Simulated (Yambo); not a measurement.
CdO2H2 (space group P-3m1, No. 164), G0W0@PBEsol in Yambo with this input:

```
rim_cut
gw0
dyson
el_el_corr
HF_and_locXC
ppa
em1d
RandQpts= 1000000
RandGvec= 1 Ry
EXXRLvcs= 102 Ry
VXCRLvcs= 408 Ry
Chimod= "HARTREE"
% BndsRnXp
 9 | 158 |
%
NGsBlkXp= 7 Ry
% LongDrXp
 1.0 | 1.0 | 1.0 |
%
PPAPntXp= 27.2114 eV
% GbndRnge
 1 | 158 |
%
GTermKind= "BG"
DysSolver= "n"
ExtendOut
```

On a 3×3×2 mesh, with wavefunctions cut at 102 Ry, the gap (A → Γ) is 3.396 eV and the valence edge shifts by -0.983 eV.

Q: What happens with this change: 82 bands in W?

A: The gap rises by 0.217 eV, to 3.613 eV; the shift of the valence edge becomes -0.918 eV. Neither run is shown to be the converged limit. The mesh misses a band edge: along a dense path the PBEsol gap is 1.59 eV against 1.65 eV on the mesh.

Spin-orbit coupling is included.

Geometry relaxed with PBE+D3(BJ); primitive cell a = 3.543 Å, b = 3.543 Å, c = 4.585 Å, α = 90.00°, β = 90.00°, γ = 120.00°.

The structure is a Materials Project entry; no match was found in the copy of COD used, and its stability was not checked.

A shift is the quasiparticle energy of the state minus its PBEsol energy.
